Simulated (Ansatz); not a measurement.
Structures of SrFeBr₃: which is lowest?

Plane-wave DFT in Ansatz with scalar-relativistic PAW potentials, cutoff 420 eV, Γ-centred meshes chosen by cell and gap, Gaussian smearing with energies taken to zero width. Every cell was relaxed (cell and atoms) in a run of its own, within the symmetry of its start. Functional: PBE.

Relaxed structures (starts from databases or built by putting these elements on another compound's sites):
A. P6_3/mmc, 10 atoms in the computed cell, a = 7.802 Å, c = 5.021 Å; sites (symmetry × multiplicity) Sr -6m2 × 2, Fe -3m. × 2, Br mm2 × 6; start: built
B. P4mm, 5 atoms in the computed cell, a = 4.965 Å, c = 6.766 Å; sites (symmetry × multiplicity) Sr 4mm × 1, Fe 4mm × 1, Br 2mm. × 2 + 4mm × 1; start: built

**Question.** Rank them by energy. Could pressure change the order?

**Answer.**
| structure | group | E − E(lowest) (meV/atom) | V (Å³/atom) | gap on mesh (eV) |
| --- | --- | --- | --- | --- |
| A | P6_3/mmc | 0.0 | 26.47 | 0.00 |
| B | P4mm | 89 | 33.36 | 0.00 |

A is lowest, 89 meV/atom under B. The lowest is also the densest of these, so pressure wouldn't bring one of the others in at first order. Other structures may lie lower than all of these, and vibrations aren't counted.

Moments started parallel, and an antiferromagnetic order may lie lower. Magnetic cells started from one order each; another order can shift an energy by tens of meV per atom.